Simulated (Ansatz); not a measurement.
Clean, relaxed (110) surface of Ta, space group Fm-3m (No. 225) (top face towards +c; atoms held fixed, by place in the list: 1, 2, 3):

```yaml
crystal:
  lattice:
    - [2.95259, 0.00000, 0.00000]
    - [0.00000, 4.17559, 0.00000]
    - [0.00000, 0.00000, 24.38147]
  atoms:
    - { symbol: Ta, position: [0.50000, 0.50000, 0.34863] }
    - { symbol: Ta, position: [0.00000, 0.00000, 0.40918] }
    - { symbol: Ta, position: [0.50000, 0.50000, 0.46973] }
    - { symbol: Ta, position: [0.00000, 0.00000, 0.52964] }
    - { symbol: Ta, position: [0.50000, 0.50000, 0.59447] }
    - { symbol: Ta, position: [0.00000, 0.00000, 0.64452] }
```

These are results of DFT PBEsol, scalar-relativistic, plane waves, PAW (Ansatz 0.2.0), not measurements. Settings: cutoff 420 eV, Γ-centred mesh 10×7×1 on the computed 6-atom cell, Gaussian smearing of 0.10 eV; no spin polarisation. The cell repeats along c with a dipole correction in the vacuum.

N (atom) is adsorbed on the top face, one adsorbate per 12.3 Å², and relaxed from 3 starting sites (fractions of a and b). E_ads counts from the clean slab and the free adsorbate (spin-polarised where it has unpaired electrons); negative means bound. Heights count from the highest slab atom after relaxation. Δφ is the top face's. Δp counts per cell along +c. Bonded neighbours lie within 1.25 times the sum of covalent radii (1.35 for H) and, on that scale, within 12 % of the closest. With the adsorbate the cell is lengthened along c to keep the vacuum.

```
                           start ends at E_ads (eV) height (Å) shortest contact  Δφ (eV)  Δp (e·Å)
        top (Ta) at (0.00, 0.00) (0.00, 0.00), 1 bonded neighbour (Ta)       -3.76        1.74       N–Ta 1.74 Å    +4.19    -0.286
  bridge (Ta-Ta) at (0.00, 0.50) (0.00, 0.50), 4 bonded neighbours (Ta)       -8.33        0.15       N–Ta 2.09 Å    +0.12    -0.007
hollow (over Ta) at (0.50, 0.50) (0.50, 0.50), 1 bonded neighbour (Ta)       -6.60        0.22       N–Ta 1.93 Å    -0.01    +0.002
```

Among the sites tried, the lowest end comes from the bridge (Ta-Ta) at (0.00, 0.50) start; other sites may lie lower.

Each end is the local minimum or symmetric point that its start leads to. This isn't the usual crystal structure of Ta. The slab is only 7.4 Å thick, so the energies aren't converged with thickness.

Spin polarisation was left out, and a magnetic state may lie lower.